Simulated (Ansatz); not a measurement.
This run works on a generated trial structure, not on a known crystal.

Input and command of a plane-wave DFT calculation in Ansatz:

```yaml
crystal:
  lattice:
    - [5.1068436857, 0.0, 0.0]
    - [-2.5534218429, 4.422656365, 0.0]
    - [0.0, 0.0, 6.0086519297]
  atoms:
    - { symbol: Ga, position: [0.6666666667, 0.3333333333, 0.2354831122] }
    - { symbol: Ga, position: [0.6666666667, 0.3333333333, 0.7645168878] }
    - { symbol: B, position: [0.0, 0.0, 0.0] }
    - { symbol: Sb, position: [0.0, 0.0, 0.5] }
    - { symbol: Sb, position: [0.3333333333, 0.6666666667, 0.0] }
    - { symbol: Sb, position: [0.3333333333, 0.6666666667, 0.5] }
basis:
  ecutwfc: 420
kpoints:
  mp_grid: { grid: [12, 12, 6] }
hamiltonian:
  xc: pbe
scf:
  occupations: { method: gaussian, width: 0.1 }
output:
  forces: true
  stress: true
  eigenvalues: true
  write_density: true
  write_potential: true
  elf: true
  volumetric_format: npy
relax:
  adjacent_minimum: "off"
  f_tol: 0.01
  max_steps: 80
  cell: { stress_tol: 0.05 }
```

```bash
ansatz run input.yaml --threads 1 --pin off --max-ram 2560MiB --backend cpu --events-out ev --progress --plain --runs-dir out
```

Processor: Intel(R) Xeon(R) Processor @ 2.70GHz, 1 thread, on a host shared with other jobs.

Question: How long does it run, and how much memory does it take?

Answer: About 5.5 min, peak memory 0.65 GiB. It solves 45 bands at 76 k points (after reduction by symmetry) with about 2653 plane waves (on the last cell), in 28 SCF iterations over 5 ionic steps.
